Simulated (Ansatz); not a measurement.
Relaxed-ion elastic tensor of WC (rock salt, space group No. 225) in GPa (Voigt order), the program Ansatz at the LDA level (PAW); density 16.10 g/cm³, 10.10 Å³ per atom.

```json
[
 {"": "1", "1": "842", "2": "187", "3": "187", "4": "0.0", "5": "0.0", "6": "0.0"},
 {"": "2", "1": "187", "2": "842", "3": "187", "4": "0.0", "5": "0.0", "6": "0.0"},
 {"": "3", "1": "187", "2": "187", "3": "842", "4": "0.0", "5": "0.0", "6": "0.0"},
 {"": "4", "1": "0.0", "2": "0.0", "3": "0.0", "4": "126", "5": "0.0", "6": "0.0"},
 {"": "5", "1": "0.0", "2": "0.0", "3": "0.0", "4": "0.0", "5": "126", "6": "0.0"},
 {"": "6", "1": "0.0", "2": "0.0", "3": "0.0", "4": "0.0", "5": "0.0", "6": "126"}
]
```

Question: Is the crystal mechanically stable?

Answer: Yes: the smallest eigenvalue of C is 126 GPa.

Question: Work out the Voigt, Reuss and Hill averages.

Answer: K_V = 406, K_R = 406, K_H = 406; G_V = 207, G_R = 167, G_H = 187 GPa.

Question: Give Young's modulus, Poisson's ratio, Pugh's ratio and the universal anisotropy index.

Answer: E = 9KG/(3K + G) = 486 GPa; ν = 0.30; K/G = 2.17 (ductile by the Pugh limit of 1.75); A_U = 5G_V/G_R + K_V/K_R − 6 = 1.17.

Question: Estimate the sound speeds and the Debye temperature.

Answer: v_l = √((K + 4G/3)/ρ) = 6380 m/s, v_t = √(G/ρ) = 3410 m/s, mean 3810 m/s; Θ = (h/k)(3n/4πV)^(1/3) v_m = 524 K.

Question: Give the Zener ratio and Young's modulus along [100], [110] and [111].

Answer: A = 2C44/(C11 − C12) = 0.39; 1/E = S11 − 2(S11 − S12 − S44/2)Γ with Γ = 0, 1/4, 1/3 gives 774, 399, 343 GPa.

Space group Fm-3m (rock salt). The first step of the workflow began from a Materials Project structure, measured or hypothetical; the Crystallography Open Database copy checked does not list it. It is not the phase usual at ambient conditions (space group No. 187). The cell was relaxed with LDA under the symmetry of its start; its stability against distortions is not shown here. No spin polarisation was allowed. Its formation energy is positive at this level, so the cell may be metastable or incomplete. As this level gives no gap, shear constants depend on the k-mesh and smearing (Fermi–Dirac, 0.1 eV here). Spin–orbit coupling is left out wherever it is not named.

Potentials: the earlier of the program's two PAW sets. The files were generated under PBE; for other functionals the program regenerates the frozen cores, and for LDA and PBEsol the local potential too.
